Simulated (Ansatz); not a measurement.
SiC in space group P6_422 (No. 181; Si on 3c, C on 3d), r²SCAN (plane waves, PAW; program Ansatz), all energies at zero smearing, with the estimated change up to a 700 eV cutoff added, with one set of potentials and settings (totals compare only within such a set). Cell of 6 atoms (3 Si, 3 C): -2670.164 eV.

```tsv
element	reference phase	E (eV/atom)
Si	Fd-3m, 2 atoms in the cell	-639.0667
C	P6_3/mmc, 4 atoms in the cell	-251.6711
```

Formation energy per atom, worked out: (-2670.164 − 3×(-639.0667) − 3×(-251.6711))/6 = 0.342 eV/atom (33 kJ per mol of atoms), at 0 K, without zero-point energy or fitted corrections.

The start of the workflow was typed in or built on a structure type; neither database checked (COD, Materials Project) lists it. It is not the phase usual at ambient conditions (space group No. 186, 216). The r²SCAN relaxation kept the symmetry of its start; its stability against distortions is not shown here. Its formation energy is positive at this level, so the cell may be metastable or incomplete. The references are the lowest solids computed at this level, not always the standard phases.

Potentials: the later of the program's two PAW sets.
